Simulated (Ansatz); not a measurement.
## Slab of wurtzite ZnO (10-10), 4 layers

The slab is cut from the wurtzite crystal, which needn't be the stable phase, as relaxed on PAW files (11.33 Å³/atom), with 16 Å of vacuum and a dipole correction:

```xyz
8
Lattice="3.1866 0.0000 0.0000 0.0000 5.1530 0.0000 0.0000 0.0000 19.6795" Properties=species:S:1:pos:R:3 pbc="T T T"
Zn    0.0000    0.3134    8.0000
O     0.0000    2.2631    8.0000
Zn    1.5933    2.8899    8.9199
O     1.5933    4.8396    8.9199
Zn    1.5933    0.3134   10.7596
O     1.5933    2.2631   10.7596
Zn    0.0000    2.8899   11.6795
O     0.0000    4.8396   11.6795
```

All numbers are LDA results (scalar-relativistic) from Ansatz 0.2.0, with a Γ-centred 9×6×1 k mesh, Fermi–Dirac smearing of 0.02 eV, no spin polarisation. Methods: LAPW: all electrons, basis error target 1 meV/atom; PAW: frozen-core files, cutoff 420 eV.

The bulk energy comes from a cell in the slab's orientation on a 9×6×6 mesh. The surface energy is (E(slab) − N·E(bulk))/2A at zero smearing, the mean of both faces; thin slabs carry quantum-size effects.

The PAW files were made under PBE.

Task: As cut, the LAPW slab lies 3.109 eV above 8 atoms of bulk. What surface energy is that?

Result: Over two faces of 16.42 Å² it is 94.7 meV/Å², and times 16.02 J/m² per eV/Å² that gives γ = 1.517 J/m².

Task: What do relaxation and the other method give?

Result: 

```csv
method,γ as cut (J/m²),γ relaxed (J/m²)
LAPW,1.517,1.111
PAW,1.518,1.107
```

Task: How do the spacings between the planes relax (positions relaxed on PAW files)?

Result: From the bottom face up: d12 -33.1 % of 0.920 Å, d23 +9.8 % of 1.840 Å, d34 -33.1 % of 0.920 Å. The outer plane rumples by 0.489 Å.

Task: Where do the band edges lie?

Result: On the k mesh: gap 1.31 eV, valence top 6.05 eV below the vacuum level.

Task: A field of 0.2 V/Å is applied along the normal, atoms held. What follows?

Result: LAPW finds an induced dipole of 0.0805 e·Å a cell (PAW 0.0805), that is 4.44 Å for 4πα over the area, against 3.74 Å between the outer atoms.

Task: A core hole in the 2p shell of Zn is made on one Zn atom of each kind in every 1×1 cell (PAW hole dataset, neutral cell, valence without spin). What does it cost by layer?

Result: layer 1 1025.44 eV, layer 2 1025.21 eV. Shifts between layers mean more than the absolute values, and a whole layer of holes screens otherwise than one hole.
